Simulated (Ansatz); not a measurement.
Data:

AgI:
```xyz
2
Lattice="3.6842 0.0000 0.0000 0.0000 3.6842 0.0000 0.0000 0.0000 3.6842" Properties=species:S:1:pos:R:3 pbc="T T T"
Ag     0.0000     0.0000     0.0000
I      1.8421     1.8421     1.8421
```

This is the LDA-relaxed structure.

### Question
All from LDA (plane waves, PAW; program Ansatz), unless another level is named. Predict the electronic character.

### Answer
metallic (no gap).

### Question
What about the density of states at the Fermi level?

### Answer
0.15 states/eV per atom (mean over ±0.08 eV).

### Question
And the formation energy from the elements (no fitted shifts)?

### Answer
0.25 eV/atom.

Space group Pm-3m (CsCl type). The workflow started from a Materials Project entry (that database holds measured and hypothetical structures alike); the Crystallography Open Database copy checked does not list it. It is not the phase usual at ambient conditions (space group No. 186, 216). The LDA relaxation kept the symmetry of its start. At this level the phase is mechanically unstable. No spin polarisation was allowed. Its formation energy is positive at this level, so the cell may be metastable or incomplete. The references are the lowest solids computed at this level, not always the standard phases. Scalar-relativistic: spin–orbit coupling is off unless named, which matters more the heavier the elements.

Potentials: the later of the program's two PAW sets.
